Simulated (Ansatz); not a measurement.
A relaxed 1×1 slab of 4 planes, cut along (111) from a fcc crystal of one element, has a cell area of 5.70 Å² and a bulk spacing of 2.096 Å between its first planes. All-electron LAPW in Ansatz 0.2.0 (PBE, scalar-relativistic, no spin polarisation) gives γ = 1.35 J/m², Φ = 4.76 eV and a change of the outer spacing of -1.2 %. The fcc structure needn't be the element's own.

Task: Which element is it?

Result: Cu. Neighbours weren't tried against these numbers.
